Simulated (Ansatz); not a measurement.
Au2S:
```cif
data_Au4S2
_chemical_formula_sum 'S2 Au4'
_space_group_name_H-M_alt 'P 1'
_space_group_IT_number 1
_cell_length_a 5.27829
_cell_length_b 5.27829
_cell_length_c 5.27829
_cell_angle_alpha 90.000
_cell_angle_beta 90.000
_cell_angle_gamma 90.000
loop_
_space_group_symop_operation_xyz
  'x, y, z'
loop_
_atom_site_label
_atom_site_type_symbol
_atom_site_fract_x
_atom_site_fract_y
_atom_site_fract_z
_atom_site_occupancy
S1 S 0.00000 0.00000 0.00000 1
S2 S 0.50000 0.50000 0.50000 1
Au1 Au 0.25000 0.25000 0.75000 1
Au2 Au 0.25000 0.75000 0.25000 1
Au3 Au 0.75000 0.75000 0.75000 1
Au4 Au 0.75000 0.25000 0.25000 1
```

Relaxed with r²SCAN. Plane-wave PAW r²SCAN (Ansatz code) gives a gap of 2.43 eV.

What gap does HSE06 give on the same cell (Ansatz, PAW)?

2.90 eV, 0.47 eV more. The hybrid was solved on a coarser mesh and at special points; the gap given is the minimum over both.

| k | v1 r²SCAN | c1 r²SCAN | v1 HSE06 | c1 HSE06 |
|---|---|---|---|---|
| Γ | 0.00 | 2.43 | 0.00 | 2.90 |
| R | -0.70 | 3.93 | [?] | [?] |
| M | -0.58 | 2.86 | [?] | [?] |
| X | -0.40 | 4.59 | [?] | [?] |

Top valence (v1) and lowest conduction level (c1) in eV from each method's valence maximum (which need not be a listed point): supply the withheld HSE06 values.


- R, v1 HSE06: -0.82
- R, c1 HSE06: 4.49
- X, v1 HSE06: -0.43
- X, c1 HSE06: 5.31
- M, v1 HSE06: -0.64
- M, c1 HSE06: 3.49

Cost on shared cores: the r²SCAN run (SCF on a 5×5×5 mesh, then bands and DOS) about 70 core-seconds (a rough figure), the HSE06 run (SCF on 3×3×3, then a few points) very roughly 90 core-seconds; the tasks are unlike.

Space group Pn-3m. The workflow started from a Materials Project entry (that database holds measured and hypothetical structures alike); the Crystallography Open Database files this formula in space group No. 224, but the cells were not matched. Whether it is the stable phase at ambient conditions was not checked. Symmetry was held in the r²SCAN relaxation; whether a distortion lowers the energy is not shown. Spin–orbit coupling is left out wherever it is not named.

Potentials: the later of the program's two PAW sets.
